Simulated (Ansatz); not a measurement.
# Relaxation path: hcp Co (0001), 6 layers

DFT, PBE, PAW with Ansatz's default frozen-core files, scalar-relativistic (Ansatz 0.2.0); a Γ-centred 15×15×1 k mesh, Fermi–Dirac smearing of 0.1 eV, spin-polarised from start moments Co1 1.7, Co2 1.7, Co3 1.7, Co4 1.7, Co5 1.7, Co6 1.7 μB. The run relaxes the atoms in the fixed cell.

Command: `ansatz run input.yaml --threads 2 --pin off --max-ram 4096MiB --backend cpu --events-out ev --progress --plain --runs-dir out` It took 2.6 min on 2 threads of Arm Neoverse V1, with other jobs on the host, peak memory 0.63 GiB.

```yaml
crystal:
  lattice:
    - [2.4930397963, 0.0, 0.0]
    - [-1.2465198982, 2.1590357963, 0.0]
    - [0.0, 0.0, 23.0923]
  atoms:
    - { symbol: Co, position: [0.833333333, 0.166666667, 0.2814785923], spin: 1.7 }
    - { symbol: Co, position: [0.166666667, 0.833333333, 0.3688871554], spin: 1.7 }
    - { symbol: Co, position: [0.833333333, 0.166666667, 0.4562957185], spin: 1.7 }
    - { symbol: Co, position: [0.166666667, 0.833333333, 0.5437042815], spin: 1.7 }
    - { symbol: Co, position: [0.833333333, 0.166666667, 0.6311128446], spin: 1.7 }
    - { symbol: Co, position: [0.166666667, 0.833333333, 0.7185214077], spin: 1.7 }
magnetization:
  spin_polarized: true
kpoints:
  mp_grid: { grid: [15, 15, 1] }
scf:
  occupations: { method: fermi_dirac, width: 0.1 }
hamiltonian:
  xc: pbe
  pseudopotentials: { kind: paw }
output:
  forces: true
  stress: true
  eigenvalues: true
relax:
  f_tol: 0.01
  max_steps: 40
efield:
  axis: 3
  amplitude: 0
  dipole_correction: true
```

Each step lists its free energy a cell above the last geometry, and Cartesian positions (Å) with forces (eV/Å).

The first step:

```
step 1  dF = 23.64 meV
  Co 1.8698 0.3598 6.5000   0.0000 0.0000 0.3092
  Co -0.6233 1.7992 8.5185   0.0000 0.0000 -0.3966
  Co 1.8698 0.3598 10.5369   0.0000 0.0000 0.1580
  Co -0.6233 1.7992 12.5554   0.0000 0.0000 -0.1580
  Co 1.8698 0.3598 14.5738   0.0000 0.0000 0.3966
  Co -0.6233 1.7992 16.5923   0.0000 0.0000 -0.3092
```

The magnetic state is the one reached from the start moments; other orders weren't searched.

Question: Where does the relaxation end, and by which steps?

Answer: After 4 geometries, with a shortest distance of 2.429 Å and a cell moment of 9.96 μB. The further steps:
```
step 2  dF = 10.58 meV
  Co 1.8698 0.3598 6.5187   0.0000 0.0000 0.2016
  Co -0.6233 1.7992 8.5144   0.0000 0.0000 -0.2799
  Co 1.8698 0.3598 10.5395   0.0000 0.0000 0.1379
  Co -0.6233 1.7992 12.5528   0.0000 0.0000 -0.1379
  Co 1.8698 0.3598 14.5779   0.0000 0.0000 0.2799
  Co -0.6233 1.7992 16.5736   0.0000 0.0000 -0.2016
step 3  dF = 0.19 meV
  Co 1.8698 0.3598 6.5445   0.0000 0.0000 -0.0323
  Co -0.6233 1.7992 8.4966   0.0000 0.0000 0.0388
  Co 1.8698 0.3598 10.5492   0.0000 0.0000 -0.0070
  Co -0.6233 1.7992 12.5431   0.0000 0.0000 0.0070
  Co 1.8698 0.3598 14.5957   0.0000 0.0000 -0.0388
  Co -0.6233 1.7992 16.5478   0.0000 0.0000 0.0324
step 4  dF = 0.00 meV
  Co 1.8698 0.3598 6.5414   0.0000 0.0000 -0.0006
  Co -0.6233 1.7992 8.4987   0.0000 0.0000 -0.0003
  Co 1.8698 0.3598 10.5487   0.0000 0.0000 0.0022
  Co -0.6233 1.7992 12.5437   0.0000 0.0000 -0.0022
  Co 1.8698 0.3598 14.5936   0.0000 0.0000 0.0003
  Co -0.6233 1.7992 16.5509   0.0000 0.0000 0.0007
```
